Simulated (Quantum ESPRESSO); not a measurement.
# Band energies of SrMg$_{2}$FeH$_{8}$

```
CELL_PARAMETERS angstrom
      4.46933     0.00000     0.00000
     -2.23466     3.87055     0.00000
      0.00000     0.00000     6.51781
ATOMIC_POSITIONS crystal
  H  0.32178 0.16089 0.14353
  H  0.67822 0.83911 0.85647
  H  0.83911 0.16089 0.14353
  H  0.16089 0.83911 0.85647
  H  0.83911 0.67822 0.14353
  H  0.16089 0.32178 0.85647
  H  0.66667 0.33333 0.58566
  H  0.33333 0.66667 0.41434
  Mg 0.66667 0.33333 0.87706
  Mg 0.33333 0.66667 0.12294
  Fe 0.00000 0.00000 0.00000
  Sr 0.00000 0.00000 0.50000
```

norm-conserving LDA (Quantum ESPRESSO, 90 Ry, scalar-relativistic); path ΓMKΓALHA,LM,KH; energies in eV from the valence-band maximum.

| k (1/Å) | point | band 23 | band 24 | band 25 | band 26 | band 27 | band 28 | band 29 | band 30 |
|---|---|---|---|---|---|---|---|---|---|
| 0.00 | Γ | -1.72 | -0.63 | -0.63 | -0.61 | -0.59 | 3.20 | 3.20 | 4.15 |
| 0.20 |  | -1.90 | -1.06 | -0.51 | -0.51 | -0.36 | 3.15 | 3.39 | 4.03 |
| 0.41 |  | -2.24 | -1.52 | -0.54 | -0.33 | -0.24 | 2.38 | 3.58 | 4.24 |
| 0.81 | M | -2.64 | -1.81 | -0.82 | -0.20 | -0.14 | 1.48 | 3.42 | 3.80 |
| 1.05 |  | -2.05 | -1.87 | -0.61 | -0.26 | -0.18 | 1.67 | 2.63 | 4.29 |
| 1.28 | K | -1.92 | -1.92 | -0.35 | -0.35 | -0.27 | 2.03 | 2.03 | 4.30 |
| 1.66 |  | -2.64 | -1.48 | -0.51 | -0.38 | -0.16 | 2.19 | 2.63 | 4.53 |
| 1.84 |  | -2.43 | -1.24 | -0.57 | -0.36 | -0.25 | 2.69 | 3.20 | 4.02 |
| 2.03 |  | -1.92 | -0.98 | -0.61 | -0.44 | -0.39 | 3.21 | 3.35 | 4.00 |
| 2.22 | Γ | -1.72 | -0.63 | -0.63 | -0.61 | -0.59 | 3.20 | 3.20 | 4.15 |
| 2.46 |  | -1.80 | -0.82 | -0.60 | -0.60 | -0.36 | 3.26 | 3.26 | 4.17 |
| 2.70 | A | -1.88 | -0.98 | -0.58 | -0.58 | -0.22 | 3.30 | 3.30 | 4.13 |
| 2.86 |  | -1.99 | -1.11 | -0.57 | -0.51 | -0.21 | 3.32 | 3.36 | 3.76 |
| 3.19 |  | -2.25 | -1.80 | -0.62 | -0.26 | -0.08 | 2.61 | 3.52 | 3.79 |
| 3.35 |  | -2.37 | -1.92 | -0.60 | -0.20 | -0.02 | 2.40 | 3.22 | 4.01 |
| 3.51 | L | -2.46 | -1.94 | -0.59 | -0.18 | 0.00 | 2.34 | 3.09 | 4.09 |
| 3.75 |  | -2.09 | -2.00 | -0.44 | -0.21 | -0.02 | 2.73 | 3.22 | 3.81 |
| 3.98 | H | -2.06 | -2.06 | -0.27 | -0.27 | -0.04 | 3.20 | 3.20 | 4.01 |
| 4.14 |  | -2.07 | -2.00 | -0.32 | -0.27 | -0.03 | 3.01 | 3.22 | 4.00 |
| 4.45 |  | -2.07 | -1.77 | -0.45 | -0.40 | -0.08 | 2.90 | 3.31 | 4.26 |
| 4.60 |  | -2.15 | -1.42 | -0.51 | -0.46 | -0.15 | 3.10 | 3.40 | 3.87 |
| 4.76 |  | -1.98 | -1.10 | -0.56 | -0.53 | -0.21 | 3.31 | 3.37 | 3.76 |
| 4.92 | A | -1.88 | -0.98 | -0.58 | -0.58 | -0.22 | 3.30 | 3.30 | 4.13 |
| 4.92 | L | -2.46 | -1.94 | -0.59 | -0.18 | 0.00 | 2.34 | 3.09 | 4.09 |
| 5.08 |  | -2.50 | -1.90 | -0.62 | -0.18 | -0.04 | 2.02 | 3.33 | 3.85 |
| 5.24 |  | -2.58 | -1.84 | -0.73 | -0.20 | -0.11 | 1.62 | 3.54 | 3.64 |
| 5.40 | M | -2.64 | -1.81 | -0.82 | -0.20 | -0.14 | 1.48 | 3.42 | 3.80 |
| 5.40 | K | -1.92 | -1.92 | -0.35 | -0.35 | -0.27 | 2.03 | 2.03 | 4.30 |
| 5.56 |  | -1.96 | -1.96 | -0.33 | -0.33 | -0.20 | 2.21 | 2.21 | 4.43 |
| 5.88 | H | -2.06 | -2.06 | -0.27 | -0.27 | -0.04 | 3.20 | 3.20 | 4.01 |

The LDA gap is indirect, 1.48 eV, from L to M; the smallest direct gap is 1.62 eV.

Geometry of the Materials Project entry, not relaxed at this level.

The structure is a Materials Project entry; no match was found in the copy of COD used, and its stability was not checked.

The runs are not spin-polarised; magnetic order was not tried.
